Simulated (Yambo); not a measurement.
Absorption of WS$_{2}$ (space group R3m, No. 160) with and without the electron-hole interaction (Yambo, PBEsol bands; 6×6×6 mesh, 8 valence and 8 conduction bands, static screening with 68 bands and a 4 Ry block, scissor 0.36 eV, Tamm-Dancoff; field along x). Axes are Cartesian, with cell vectors (Å) (1.58, 0.91, 6.04), (-1.58, 0.91, 6.04), (0.00, -1.82, 6.04).

```json
[
 {"E (eV)": "0.70", "Im ε, BSE": "0.62", "Im ε, independent quasiparticles": "0.43"},
 {"E (eV)": "0.80", "Im ε, BSE": "0.70", "Im ε, independent quasiparticles": "0.47"},
 {"E (eV)": "0.90", "Im ε, BSE": "0.80", "Im ε, independent quasiparticles": "0.52"},
 {"E (eV)": "1.00", "Im ε, BSE": "0.94", "Im ε, independent quasiparticles": "0.59"},
 {"E (eV)": "1.10", "Im ε, BSE": "1.13", "Im ε, independent quasiparticles": "0.67"},
 {"E (eV)": "1.20", "Im ε, BSE": "1.39", "Im ε, independent quasiparticles": "0.77"},
 {"E (eV)": "1.30", "Im ε, BSE": "1.80", "Im ε, independent quasiparticles": "0.90"},
 {"E (eV)": "1.40", "Im ε, BSE": "2.49", "Im ε, independent quasiparticles": "1.09"},
 {"E (eV)": "1.50", "Im ε, BSE": "3.76", "Im ε, independent quasiparticles": "1.35"},
 {"E (eV)": "1.60", "Im ε, BSE": "6.36", "Im ε, independent quasiparticles": "1.75"},
 {"E (eV)": "1.70", "Im ε, BSE": "10.4", "Im ε, independent quasiparticles": "2.42"},
 {"E (eV)": "1.80", "Im ε, BSE": "10.4", "Im ε, independent quasiparticles": "3.68"},
 {"E (eV)": "1.90", "Im ε, BSE": "8.09", "Im ε, independent quasiparticles": "6.26"},
 {"E (eV)": "2.00", "Im ε, BSE": "8.52", "Im ε, independent quasiparticles": "10.6"},
 {"E (eV)": "2.10", "Im ε, BSE": "10.9", "Im ε, independent quasiparticles": "11.1"},
 {"E (eV)": "2.20", "Im ε, BSE": "10.7", "Im ε, independent quasiparticles": "8.24"},
 {"E (eV)": "2.30", "Im ε, BSE": "10.2", "Im ε, independent quasiparticles": "8.16"},
 {"E (eV)": "2.40", "Im ε, BSE": "11.5", "Im ε, independent quasiparticles": "10.3"},
 {"E (eV)": "2.50", "Im ε, BSE": "13.6", "Im ε, independent quasiparticles": "10.0"},
 {"E (eV)": "2.60", "Im ε, BSE": "14.9", "Im ε, independent quasiparticles": "8.96"},
 {"E (eV)": "2.70", "Im ε, BSE": "17.9", "Im ε, independent quasiparticles": "8.93"},
 {"E (eV)": "2.80", "Im ε, BSE": "19.9", "Im ε, independent quasiparticles": "10.5"},
 {"E (eV)": "2.90", "Im ε, BSE": "18.8", "Im ε, independent quasiparticles": "13.4"},
 {"E (eV)": "3.00", "Im ε, BSE": "17.8", "Im ε, independent quasiparticles": "16.2"},
 {"E (eV)": "3.10", "Im ε, BSE": "19.0", "Im ε, independent quasiparticles": "16.5"},
 {"E (eV)": "3.20", "Im ε, BSE": "18.3", "Im ε, independent quasiparticles": "16.5"},
 {"E (eV)": "3.30", "Im ε, BSE": "16.5", "Im ε, independent quasiparticles": "16.7"},
 {"E (eV)": "3.40", "Im ε, BSE": "16.0", "Im ε, independent quasiparticles": "16.4"},
 {"E (eV)": "3.50", "Im ε, BSE": "16.4", "Im ε, independent quasiparticles": "15.7"},
 {"E (eV)": "3.60", "Im ε, BSE": "16.7", "Im ε, independent quasiparticles": "15.8"},
 {"E (eV)": "3.70", "Im ε, BSE": "17.3", "Im ε, independent quasiparticles": "15.6"},
 {"E (eV)": "3.80", "Im ε, BSE": "17.3", "Im ε, independent quasiparticles": "14.9"},
 {"E (eV)": "3.90", "Im ε, BSE": "16.4", "Im ε, independent quasiparticles": "14.4"},
 {"E (eV)": "4.00", "Im ε, BSE": "16.7", "Im ε, independent quasiparticles": "14.8"},
 {"E (eV)": "4.10", "Im ε, BSE": "18.4", "Im ε, independent quasiparticles": "14.9"},
 {"E (eV)": "4.20", "Im ε, BSE": "19.5", "Im ε, independent quasiparticles": "13.9"},
 {"E (eV)": "4.30", "Im ε, BSE": "19.0", "Im ε, independent quasiparticles": "14.1"},
 {"E (eV)": "4.40", "Im ε, BSE": "16.9", "Im ε, independent quasiparticles": "15.8"},
 {"E (eV)": "4.50", "Im ε, BSE": "14.9", "Im ε, independent quasiparticles": "18.1"},
 {"E (eV)": "4.60", "Im ε, BSE": "14.3", "Im ε, independent quasiparticles": "18.6"},
 {"E (eV)": "4.70", "Im ε, BSE": "13.0", "Im ε, independent quasiparticles": "17.2"},
 {"E (eV)": "4.80", "Im ε, BSE": "12.0", "Im ε, independent quasiparticles": "15.7"},
 {"E (eV)": "4.90", "Im ε, BSE": "11.4", "Im ε, independent quasiparticles": "14.8"},
 {"E (eV)": "5.00", "Im ε, BSE": "10.4", "Im ε, independent quasiparticles": "14.1"},
 {"E (eV)": "5.10", "Im ε, BSE": "9.58", "Im ε, independent quasiparticles": "13.3"}
]
```

The scissor comes from a G0W0 run whose convergence isn't established. Broadening 0.15 eV. The band window holds all transitions up to 5.1 eV. Fine structure above the onset can come from the mesh.

Spin-orbit coupling is included.

Geometry relaxed with PBE+D3(BJ); primitive cell a = b = c = 6.307 Å, α = β = γ = 28.99°.

This is not the ordinary phase of the substance.
